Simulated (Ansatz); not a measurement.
Here is the system:

In2Si2O7 (space group C2/m)

```
In2Si2O7
1.0
    3.28273    -4.27851     0.00000
    3.28273     4.27851     0.00000
   -1.01619     0.00000     4.57490
In Si O
2 2 7
Direct
  0.30705   0.69295   0.00000
  0.69295   0.30705   0.00000
  0.22283   0.22283   0.41060
  0.77717   0.77717   0.58940
  0.92086   0.60611   0.78081
  0.07914   0.39389   0.21919
  0.39389   0.07914   0.21919
  0.60611   0.92086   0.78081
  0.00000   0.00000   0.50000
  0.60697   0.60697   0.28170
  0.39303   0.39303   0.71830
```

A phonon eigenvector at Γ is frozen into this cell: atom i moves by Q times the vector below, so Q is the largest atomic displacement, in Å. The cell is held.

```tsv
atom	x	y	z
In1	-0.237	0.000	-0.395
In2	-0.237	0.000	-0.395
Si3	0.671	0.000	0.153
Si4	0.671	0.000	0.153
O5	0.242	0.522	0.818
O6	0.242	0.522	0.818
O7	0.242	-0.522	0.818
O8	0.242	-0.522	0.818
O9	0.628	0.000	0.504
O10	-0.275	0.000	0.676
O11	-0.275	0.000	0.676
```

Level of theory: LDA (plane waves to 420 eV, PAW, scalar-relativistic; Ansatz, a quantum-chemistry and plane-wave program). k mesh 5×5×6 (Γ-centred), Fermi-Dirac smearing 0.05 eV. E stands for the smeared free energy. In2Si2O7 was relaxed with its symmetry unable to fall. The zero of ΔE is the undisplaced structure.

The scan covers Q from -0.100 to 0.100 Å in 13 points.

Question: Is the energy the same for equal positive and negative displacements?

Answer: Even: the same for both signs.

Question: Which space group does the distorted structure have?

Answer: Cm (No. 8), lowered from C2/m.

Question: What is the energy change at Q = 0.100 Å?

Answer: 211.5 meV/cell.

Question: What harmonic wavenumber does the curvature at Q = 0 give?

Answer: 263 cm⁻¹.

(For displaced atoms, the force is minus the slope of the energy, and its curvature is a force constant, which sets phonon frequencies.)
